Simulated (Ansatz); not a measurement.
Simulated powder pattern, neutron, λ = 1.5401 Å (kinematic, ideal powder, no thermal factors, coherent scattering alone; the 30 strongest lines at most, above 1 %, up to 2θ = 90°):

```tsv
2θ (°)	I/Imax (%)
21.98	100
31.99	98
51.42	84
56.13	73
69.77	13
71.34	52
76.07	48
87.59	41
```

The pattern belongs to a structure relaxed with the program Ansatz at the PBEsol level (PAW).

Question: Which of these materials gives this?
A. Ti, hcp (Mg type)
B. Mo, bcc (W type)
C. TiAl, L1₀ or tetragonal B2
D. Tl, hcp (Mg type)

Answer: C, TiAl, L1₀ or tetragonal B2

Question: Give the lattice parameters.

Answer: a = 2.795 Å, c = 4.039 Å.

Space group P4/mmm (L1₀ or tetragonal B2). The cell was relaxed with PBEsol under the symmetry of its start. No spin polarisation was allowed. Axis ratios of metals converge slowly with the k-mesh, so a and c are less sure than the volume.

Potentials: the later of the program's two PAW sets.
